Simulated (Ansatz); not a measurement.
# Property card for InGaAs2

InGaAs2:
```cif
data_As2GaIn
_chemical_formula_sum 'In1 Ga1 As2'
_space_group_name_H-M_alt 'P 1'
_space_group_IT_number 1
_cell_length_a 7.14546
_cell_length_b 7.14546
_cell_length_c 7.14546
_cell_angle_alpha 33.435
_cell_angle_beta 33.435
_cell_angle_gamma 33.435
loop_
_space_group_symop_operation_xyz
  'x, y, z'
loop_
_atom_site_label
_atom_site_type_symbol
_atom_site_fract_x
_atom_site_fract_y
_atom_site_fract_z
_atom_site_occupancy
In1 In 0.62428 0.62428 0.62428 1
Ga1 Ga 0.12504 0.12504 0.12504 1
As1 As 0.00532 0.00532 0.00532 1
As2 As 0.49534 0.49534 0.49534 1
```

Space group R3m (No. 160); conventional cell a = b = 4.1108 Å, c = 20.2194 Å, α = β = 90.00°, γ = 120.00°.

Method: DFT-LDA in the program Ansatz with PAW potentials. Structure relaxed to zero pressure with the same functional. Other levels are named where they apply.

### Cell and energy

```
Quantity                                                      Result
-----------------------------------------------------  -------------
Volume per atom                                             24.66 Å³
Density                                                   5.63 g/cm³
Formation energy from the elements (no fitted shifts)  -0.23 eV/atom
```

### Electronic structure

```
Item                                                                                                        Value
------------------------------------  ---------------------------------------------------------------------------
Electronic character                  no gap, with almost no states at the Fermi level (zero-gap or semimetallic)
Density of states at the Fermi level                                 0.00 states/eV per atom (mean over ±0.08 eV)
```

### Mechanics

```
Property                               Value
----------------------------------  --------
Bulk modulus (Birch–Murnaghan fit)  65.0 GPa
Pressure derivative B′                   4.6
```

### Phonons

```
Item                                           Result
-----------------------------  ----------------------
Highest zone-centre frequency                7.54 THz
Zone-centre stability          no imaginary mode at Γ
```

The workflow started from a Materials Project entry (that database holds measured and hypothetical structures alike); the Crystallography Open Database copy checked does not list it. With In and Ga taken as one species the cell has the higher symmetry F-43m, so it may be an ordered model of a mixed-site phase. Its standing as an ambient phase is unchecked. The LDA relaxation kept the symmetry of its start. As this level gives no gap, phonon frequencies hold no LO–TO term and depend on the k-mesh and smearing (Fermi–Dirac, 0.1 eV here). The references are the lowest solids computed at this level, not always the standard phases. Scalar-relativistic: spin–orbit coupling is off unless named, which matters more the heavier the elements.

Potentials: the later of the program's two PAW sets.
